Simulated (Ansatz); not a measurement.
Trial structures of ScGa2AsP2: starts and ends

The calculation used DFT PBE, scalar-relativistic, plane waves, PAW (Ansatz 0.2.0). Settings: cutoff 420 eV, Γ-centred meshes spaced at most about 0.3 Å⁻¹, and about 0.25 Å⁻¹ or finer for metals (2π included), Gaussian smearing. No spin polarisation in the final relaxations.

Each guess was relaxed in cell and atoms at zero pressure, within the symmetry of its start. All energies are static (0 K, no zero-point motion). Coordination counts P atoms around As, Ga and Sc (those within 1.25 times the shortest such distance or 1.15 times the sum of covalent radii, 1.27 where that leaves under three; the shortest distance is added where it exceeds 1.18 times the sum of covalent radii; a slash parts the counts of unlike sites).

```
guess        made from  start group  V start (Å³/atom)  end group  V end (Å³/atom)                   coordination at the end  gap on mesh (eV)  E over the lowest end (meV/atom)
    1      random cell       P4/mmm               19.9     P4/mmm             22.5    Sc 4, Ga 4 from 2.9 Å, As 8 from 3.7 Å                 0                               352
    2      random cell       P6/mmm               19.0     P6/mmm             32.9               Sc 2, Ga 6 from 3.7 Å, As 2                 0                               986
    3      random cell       P6/mmm               21.1     P6/mmm             31.6   Sc 6, Ga 6 from 3.9 Å, As 12 from 5.8 Å                 0                               696
    4   LaAl2BRu2 type       P4/mmm               20.9     P4/mmm             21.1    Sc 8 from 3.6 Å, Ga 4 from 2.8 Å, As 4                 0                               460
    5      random cell       P4/mmm               22.8     P4/mmm             21.7  Sc 8 from 3.6 Å, Ga 4/8 from 3.6 Å, As 4                 0                               621
    6  Zr2SiTe2As type        P-4m2               20.3      P-4m2             18.0               Sc 4, Ga 5, As 4 from 3.0 Å                 0                                 0
    7   PrSi2Mo2C type       P4/mmm               17.6          ?                ?                                         ?                 ?                                 ?
```

Guess 7 as it starts:

```cif
data_structure
_symmetry_space_group_name_H-M 'P4/mmm'
_symmetry_Int_Tables_number 123
_cell_length_a 4.3453
_cell_length_b 4.3453
_cell_length_c 5.5780
_cell_angle_alpha 90.000
_cell_angle_beta 90.000
_cell_angle_gamma 90.000
_cell_volume 105.32
loop_
_atom_site_label
_atom_site_type_symbol
_atom_site_symmetry_multiplicity
_atom_site_Wyckoff_symbol
_atom_site_fract_x
_atom_site_fract_y
_atom_site_fract_z
_atom_site_occupancy
Sc1 Sc 1 b 0.00000 0.00000 0.50000 1
Ga1 Ga 2 f 0.00000 0.50000 0.00000 1
P1 P 2 h 0.50000 0.50000 0.27880 1
As1 As 1 a 0.00000 0.00000 0.00000 1
```

Question: Predict the end of this guess and its energy over the lowest end.

Answer: It ends in space group P4/mmm (No. 123), with a = 4.951 Å, c = 5.150 Å, 21.0 Å³/atom and no gap. It lies 0.38 eV/atom over the lowest end, above guess 1 and below guess 4. The shortest distance is 2.20 Å (P–P) in this end and 2.59 Å (Ga–P) in the lowest (guess 6). This end holds P–P pairs (shortest 2.20 Å); in the lowest (guess 6) the shortest P–P distance is 3.74 Å.

Space group P4/mmm (No. 123). a = 4.951 Å, b = 4.951 Å, c = 5.150 Å, α = 90.00°, β = 90.00°, γ = 90.00°
```
atom  site  symmetry       x       y       z
  Sc    1b     4/mmm  0.0000  0.0000  0.5000
  Ga    2f      mmm.  0.0000  0.5000  0.0000
   P    2h       4mm  0.5000  0.5000  0.2860
  As    1a     4/mmm  0.0000  0.0000  0.0000
```

Formation energies are uncorrected and refer to the elements' standard structures at the same level. The references include black phosphorus.

Question: Is the lowest end bound against the elements?

Answer: Yes: its formation energy is −0.31 eV/atom. It lies below the elements, which doesn't yet make it stable against other compounds or structures.

The reference forms of As and P are held partly by dispersion forces, which this level lacks. Cells relaxed within their symmetry can be saddle points. A lower structure may well exist outside this small set. Some candidate types were left out of the draw beforehand, so a known form may be missing.
